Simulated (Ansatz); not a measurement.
HfB$_{2}$, DFT, r2SCAN, PAW with Ansatz's default frozen-core files, scalar-relativistic (Ansatz 0.2.0), on 1 thread of Intel(R) Xeon(R) Platinum 8488C (Sapphire Rapids) (shared host).

Command: `ansatz run input.yaml --threads 1 --pin off --max-ram 3072MiB --backend cpu --events-out ev --progress --plain --runs-dir out`

```yaml
crystal:
  lattice:
    - [3.14, 0.0, 0.0]
    - [-1.57, 2.7193197679, 0.0]
    - [0.0, 0.0, 3.48]
  atoms:
    - { symbol: Hf, position: [0.0, 0.0, 0.0] }
    - { symbol: B, position: [0.3133333333, 0.6566666667, 0.5] }
    - { symbol: B, position: [0.6866666667, 0.3433333333, 0.5] }
kpoints:
  mp_grid: { grid: [11, 11, 9] }
scf:
  occupations: { method: fermi_dirac, width: 0.05 }
hamiltonian:
  xc: r2scan
  pseudopotentials: { kind: paw }
output:
  forces: true
  stress: true
  eigenvalues: true
  efg: { contact_densities: true }
  populations: true
  write_density: true
  write_potential: true
  elf: true
  volumetric_format: npy
```

Q: How large is the problem that the program sets up?

A: 180 irreducible k-points, 769 plane waves at Γ, 20 bands.

Q: About how long does it take, and how much memory?

A: 13 s of wall time for 7 SCF iterations, with a peak of 0.64 GiB. Times on shared machines scatter by tens of per cent.
